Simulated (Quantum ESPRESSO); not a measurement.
# Computed records: Si$_{7}$C (made-up cell), AlSi$_{6}$P (made-up cell)

Computed with Quantum ESPRESSO 7.5. Calculation on a made-up crystal cell, not a measurement: periodic Kohn-Sham density functional theory in plane waves with PseudoDojo standard norm-conserving scalar-relativistic pseudopotentials, each functional with its own files (v0.5 for PBE, v0.4.1 for LDA and PBEsol), no spin polarisation, no spin-orbit coupling, atoms not relaxed, stress positive in tension, energies less a fixed whole-eV offset for each atom's element; levels are Kohn-Sham levels at fractions of this cell's reciprocal vectors, counted from the reference band (half the neutral cell's valence electrons, rounded up) at Gamma; error bars cover cutoff and k-mesh only, not smearing or the files; added strain carries the atoms with the cell, and shear is the tensor component; each bar is the largest change over components, and at least 0.002 eV, 0.002 eV per angstrom or 0.02 GPa; energies are for the whole cell, and the offsets were chosen from early runs and are not element reference energies.

Common to all runs: lattice type zincblende/diamond; functional pbe; fermi dirac smearing 0.1 eV; scf tolerance 1e-07 eV; electrons removed 0; k mesh 6 x 6 x 6, shifted by half a step.

(1) 
```cif
# cell vector a (Å): 5.3341 0.0185 -0.0456
# cell vector b (Å): 0.0185 5.3546 0.0085
# cell vector c (Å): -0.0456 0.0085 5.2524
data_Si7C
_symmetry_space_group_name_H-M 'P 1'
_symmetry_Int_Tables_number 1
_cell_length_a 5.3343
_cell_length_b 5.3546
_cell_length_c 5.2526
_cell_angle_alpha 89.818
_cell_angle_beta 90.987
_cell_angle_gamma 89.604
_cell_volume 150.01
loop_
_atom_site_label
_atom_site_type_symbol
_atom_site_fract_x
_atom_site_fract_y
_atom_site_fract_z
_atom_site_occupancy
Si1 Si 0.01795 0.96080 0.98333 1
Si2 Si 0.99782 0.51564 0.50650 1
Si3 Si 0.48022 0.99593 0.49654 1
Si4 Si 0.48904 0.48577 0.99525 1
Si5 Si 0.25150 0.25153 0.24553 1
Si6 Si 0.26396 0.76124 0.74040 1
C1 C 0.76341 0.24302 0.75401 1
Si7 Si 0.75622 0.74778 0.21633 1
_calc_cutoff 1116  # eV
_calc_added_strain_kind 'uniform'
_calc_added_strain -0.0202
_calc_structure_shown 'before the added strain of -0.0202'
_calc_stress_yz ?
_calc_fermi_level ?
_calc_stress_xy ?
```

Atoms:
| atoms element | atom site | atom energy offset (eV) |
| --- | --- | --- |
| Si | 1 | -115 |
| Si | 2 | -115 |
| Si | 3 | -115 |
| Si | 4 | -115 |
| Si | 5 | -115 |
| Si | 6 | -115 |
| C | 7 | -163 |
| Si | 8 | -115 |

(2) 
```cif
# cell vector a (Å): 5.4180 -0.0316 -0.0141
# cell vector b (Å): -0.0316 5.3154 0.0691
# cell vector c (Å): -0.0141 0.0691 5.2651
data_AlSi6P
_symmetry_space_group_name_H-M 'P 1'
_symmetry_Int_Tables_number 1
_cell_length_a 5.4181
_cell_length_b 5.3159
_cell_length_c 5.2656
_cell_angle_alpha 88.502
_cell_angle_beta 90.307
_cell_angle_gamma 90.677
_cell_volume 151.60
loop_
_atom_site_label
_atom_site_type_symbol
_atom_site_fract_x
_atom_site_fract_y
_atom_site_fract_z
_atom_site_occupancy
Si1 Si 0.00928 0.00542 0.00096 1
Si2 Si 0.01350 0.49640 0.49902 1
Si3 Si 0.49867 0.99510 0.49896 1
P1 P 0.51325 0.49947 0.99320 1
Si4 Si 0.25661 0.25220 0.24979 1
Si5 Si 0.23962 0.75920 0.75691 1
Al1 Al 0.75450 0.25193 0.75190 1
Si6 Si 0.75984 0.74186 0.24642 1
_calc_cutoff 599  # eV
_calc_added_strain_kind 'zz'
_calc_added_strain 0.0143
_calc_structure_shown 'before the added strain of 0.0143'
_calc_stress_xx ?
_calc_stress_yy ?
```

Atoms:
| atoms element | atom site | atom energy offset (eV) |
| --- | --- | --- |
| Si | 1 | -115 |
| Si | 2 | -115 |
| Si | 3 | -115 |
| P | 4 | -189 |
| Si | 5 | -115 |
| Si | 6 | -115 |
| Al | 7 | -64 |
| Si | 8 | -115 |

**Q.** Give the missing stress yz for Si$_{7}$C (made-up cell) (entry 1).
**A.** 3.914 GPa

**Q.** What fermi level does the calculation give for Si$_{7}$C (made-up cell) (entry 1)?
**A.** 0.03417 eV

**Q.** Give the missing stress xy for Si$_{7}$C (made-up cell) (entry 1).
**A.** -2.011 GPa

**Q.** Give the missing stress xx for AlSi$_{6}$P (made-up cell) (entry 2).
**A.** -6.45 GPa

**Q.** What stress yy does the calculation give for AlSi$_{6}$P (made-up cell) (entry 2)?
**A.** -7.946 GPa

**Q.** Give the table of forces values for AlSi$_{6}$P (made-up cell) (entry 2).
**A.** 
Forces:
| site | x (eV/Å) | y (eV/Å) | z (eV/Å) |
| --- | --- | --- | --- |
| 1 | -0.1139 | -0.21 | 0.6011 |
| 2 | 0.1766 | 0.2863 | -0.2658 |
| 3 | 0.5734 | -0.3631 | -0.308 |
| 4 | -0.9005 | 0.6046 | 0.4366 |
| 5 | 0.3181 | 0.1336 | -0.02782 |
| 6 | 0.8152 | -0.5988 | -0.3343 |
| 7 | -0.3885 | -0.3841 | -0.5611 |
| 8 | -0.4803 | 0.5313 | 0.4593 |

Further results for Si$_{7}$C (made-up cell) (entry 1):

| Quantity | Value |
| --- | --- |
| free energy less offsets | 2.842 eV |
| smearing term minus ts | -0.02081 eV |
| scf iterations | 10 |
| pressure | 7.366 GPa |
| stress xx | -7.055 GPa |
| stress yy | -5.449 GPa |
| stress zz | -9.594 GPa |
| stress xz | 3.11 GPa |
| reference band | 16 |
| error bar energy | 0.004118 eV |
| error bar stress | 0.02 GPa |
| error bar force | 0.006859 eV/Å |
| error bar next band up | 0.002 eV |
| error bar fermi level | 0.02718 eV |
| error bars from | tighter rerun of this cell |

Forces:
| site | x (eV/Å) | y (eV/Å) | z (eV/Å) |
| --- | --- | --- | --- |
| 1 | -2.273 | 5.284 | 0.03271 |
| 2 | -1.713 | -2.753 | 0.578 |
| 3 | 4.908 | 2.231 | -0.4279 |
| 4 | 2.98 | -1.298 | -2.144 |
| 5 | -2.044 | -0.1949 | 0.2775 |
| 6 | 0.4397 | -2.885 | -0.1918 |
| 7 | -0.4957 | 0.04596 | -0.3046 |
| 8 | -1.801 | -0.4308 | 2.18 |

Levels:
| level k point | next band up (eV) |
| --- | --- |
| Gamma | 0.2489 |
| (1/2,1/2,1/2) | -0.02351 |
| (0.15,0,0) | -0.03423 |
| (0,0.15,0) | -0.05024 |
| (0,0,0.15) | -0.02727 |

Further results for AlSi$_{6}$P (made-up cell) (entry 2):

| Property | Result |
| --- | --- |
| free energy less offsets | 1.09 eV |
| smearing term minus ts | -0.01705 eV |
| scf iterations | 10 |
| pressure | 7.378 GPa |
| stress zz | -7.737 GPa |
| stress yz | 1.588 GPa |
| stress xz | -0.1974 GPa |
| stress xy | -0.4148 GPa |
| fermi level | 0.0417 eV |
| reference band | 16 |
| error bar energy | 0.002 eV |
| error bar stress | 0.02 GPa |
| error bar force | 0.003871 eV/Å |
| error bar next band up | 0.002 eV |
| error bar fermi level | 0.003488 eV |
| error bars from | tighter rerun of a related cell |

Levels:
| level k point | next band up (eV) |
| --- | --- |
| Gamma | 0.05994 |
| (1/2,1/2,1/2) | 0.3503 |
| (0.15,0,0) | 0.1617 |
| (0,0.15,0) | 0.04028 |
| (0,0,0.15) | 0.04743 |
